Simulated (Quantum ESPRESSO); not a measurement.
# Planted mistakes on one cell of Si2PBC4

Calculated results; nothing here was measured. They come from pw.x of Quantum ESPRESSO 7.5, a plane-wave density functional program, with PseudoDojo standard norm-conserving files (v0.5 for PBE, v0.4.1 for LDA and PBEsol). The cells are made up: elements, strain and atom displacements were drawn at random, and nothing was relaxed. There is no spin polarisation, spin-orbit coupling or dispersion term.

The cell has 8 sites of a wurtzite lattice (rectangular cell). Sites 1 to 4 hold Si P B Si; sites 5 to 8 hold C C C C. Cell vectors in Å: (3.070, -0.004, -0.002); (-0.008, 5.443, 0.058); (-0.003, 0.055, 5.038). Settings: PBE, cutoff 1116 eV, 6 x 4 x 4 k mesh shifted by half a step, Fermi-Dirac smearing of 0.025 eV.

The intended run has a self-consistency threshold of 1e-07 eV, a smearing term of 0.000 eV, a pressure of -17.09 GPa and 14 iterations. Each further run changes one thing: all lengths scaled by 1.0181; atoms of sites 1 and 7 exchanged; cutoff 769 eV; files of LDA; k mesh 1 x 1 x 1; one electron added; smearing 0.45 eV; threshold 0.4 eV. A coarse mesh keeps the shift, and a charged cell sits in a uniform background.

```
run  change of free energy (eV)  smearing term -TS (eV)  change of P (GPa)  largest change of a force component (eV/Å)  iterations
  A                      -0.162                  -0.501               0.84                                       0.364          12
  B                      10.773                  -0.005              26.83                                       1.089          12
  C                      -4.165                   0.000              -7.37                                       0.118          14
  D                      -3.044                   0.000              -1.87                                       1.954          13
  E                       3.778                  -0.004              12.32                                       8.602          13
  F                       0.301                   0.000              -2.85                                       0.017          14
  G                       0.607                   0.000              -7.36                                       0.383          14
  H                       0.151                   0.000              -0.80                                       0.378           4
```

A rerun of the intended cell at 1347 eV and k mesh 8 x 6 x 6 moved values by no more than 0.003 eV in the cell's energy, 0.19 GPa in stress and 0.010 eV/Å in force.

Question: which change belongs to which run?

## Worked reading

Run H has the fewest iterations, as a run stopped early does. Run A has the largest smearing term, as wide smearing gives. Run G changes the volume by a factor of 1.0553; minus its pressure change over the logarithm of that factor, 137 GPa, is a rough bulk modulus with clamped atoms. Energies from files of another functional, or of a charged cell, have another zero and say nothing on stability; the pressure of a charged cell rests on the program's zero of potential too.

## Key

```
run                            change
  A                  smearing 0.45 eV
  B                one electron added
  C                      files of LDA
  D                  k mesh 1 x 1 x 1
  E  atoms of sites 1 and 7 exchanged
  F                     cutoff 769 eV
  G      all lengths scaled by 1.0181
  H                  threshold 0.4 eV
```